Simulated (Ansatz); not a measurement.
Given:

ScPt:
Space group Pm-3m (No. 221); a = 3.2598 Å, b = 3.2598 Å, c = 3.2598 Å, α = 90.00°, β = 90.00°, γ = 90.00°

| atom | site | symmetry | x | y | z |
|---|---|---|---|---|---|
| Sc | 1b | m-3m | 0.5000 | 0.5000 | 0.5000 |
| Pt | 1a | m-3m | 0.0000 | 0.0000 | 0.0000 |

This is the PBEsol-relaxed structure.

Task: All from PBEsol in the plane-wave PAW code Ansatz, unless another level is named. Predict the formation energy from the elements (no fitted shifts).

Result: -1.21 eV/atom.

Task: And the density of states at the Fermi level?

Result: 0.64 states/eV per atom (mean over ±0.08 eV).

Task: What about the gap with spin–orbit coupling?

Result: none (metallic).

The workflow started from a Materials Project entry (that database holds measured and hypothetical structures alike); the Crystallography Open Database files this formula in space group No. 221, but the cells were not matched. Its standing as an ambient phase is unchecked. The cell was relaxed with PBEsol under the symmetry of its start; of distortions, only those at the zone centre were tested. No spin polarisation was allowed. The references are the lowest solids computed at this level, not always the standard phases. Scalar-relativistic: spin–orbit coupling is off unless named, which matters more the heavier the elements.

Potentials: the later of the program's two PAW sets.
